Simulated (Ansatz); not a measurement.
The end point of a relaxation of PbSe. Space group Fm-3m (No. 225), rock salt type. Calculation: PBEsol (plane waves to 420 eV, PAW, scalar-relativistic; Ansatz, a first-principles code).

Space group Fm-3m (No. 225); a = 6.103 Å, b = 6.103 Å, c = 6.103 Å, α = 90.00°, β = 90.00°, γ = 90.00°

```tsv
atom	site	symmetry	x	y	z
Pb	4b	m-3m	0.5000	0.5000	0.5000
Se	4a	m-3m	0.0000	0.0000	0.0000
```
(The calculation used a cell of 2 atoms; values per cell refer to that cell.)

Problem. Estimate the band gap that PBEsol returns for this input.

Solution. 0.17 eV, direct at L (no spin-orbit coupling).

No spin polarisation in the result. Spin-orbit coupling is missing; with elements this heavy it can move band edges by tenths of an eV or more.

The run could not lose the symmetry of its start.
